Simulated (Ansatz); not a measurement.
This run works on a generated trial structure, not on a known crystal.

Input and command of a plane-wave DFT calculation in Ansatz:

```yaml
crystal:
  lattice:
    - [4.6547107857, 0.0, 0.0]
    - [0.3341287415, 4.6442608873, 0.0]
    - [2.021538108, 1.8110367268, 4.602714689]
  atoms:
    - { symbol: Zn, position: [0.7007045436, 0.4112284174, 0.1270543313] }
    - { symbol: Zn, position: [0.4859975755, 0.6313227289, 0.5500921837] }
    - { symbol: Zn, position: [0.2772777936, 0.8491133744, 0.1247786373] }
    - { symbol: Sn, position: [0.013995905, 0.137438333, 0.6030671468] }
    - { symbol: O, position: [0.1124266092, 0.7055578039, 0.8813510841] }
    - { symbol: O, position: [0.8429281542, 0.9911395413, 0.3528830721] }
    - { symbol: O, position: [0.5810714289, 0.259798811, 0.8607745547] }
basis:
  ecutwfc: 420
kpoints:
  mp_grid: { grid: [4, 4, 4] }
hamiltonian:
  xc: pbe
scf:
  occupations: { method: gaussian, width: 0.1 }
  lower_state_search: "off"
output:
  forces: true
  stress: true
  eigenvalues: true
relax:
  adjacent_minimum: "off"
  f_tol: 0.04
  max_steps: 70
  cell: { stress_tol: 0.4 }
```

```bash
ansatz run input.yaml --threads 1 --pin off --max-ram 2560MiB --backend cpu --events-out ev --progress --plain --runs-dir out
```

Processor: Intel(R) Xeon(R) Processor @ 2.50GHz (Skylake/Cascade Lake), 1 thread, on a host shared with other jobs.

Question: Estimate time, memory and problem size.

Answer: About 120 s, peak memory 0.44 GiB. It solves 41 bands at 36 k points (after reduction by symmetry) with about 1957 plane waves (on the last cell), in 32 SCF iterations over 5 ionic steps.
